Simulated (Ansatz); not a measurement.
YCu₅ in space group P6/mmm (No. 191; Y on 1a, Cu on 2c, Cu on 3g), r²SCAN in the plane-wave PAW code Ansatz, all energies at zero smearing, with the estimated change up to a 700 eV cutoff added, with one set of potentials and settings (totals compare only within such a set). Cell of 6 atoms (1 Y, 5 Cu): -37017.098 eV.

```csv
element,reference phase,E (eV/atom)
Y,"P6_3/mmc, 2 atoms in the cell",-3859.7073
Cu,"Fm-3m, 1 atoms in the cell",-6631.2396
```

Formation energy per atom, worked out: (-37017.098 − 1×(-3859.7073) − 5×(-6631.2396))/6 = -0.199 eV/atom (-19 kJ per mol of atoms), at 0 K, without zero-point energy or fitted corrections.

The first step of the workflow began from a Materials Project structure, measured or hypothetical; the Crystallography Open Database files this formula in space group No. 191, but the cells were not matched. Its standing as an ambient phase is unchecked. The r²SCAN relaxation kept the symmetry of its start; whether a distortion lowers the energy is not shown. The run is not spin-polarised. The references are the lowest solids computed at this level, not always the standard phases.

Potentials: the later of the program's two PAW sets.
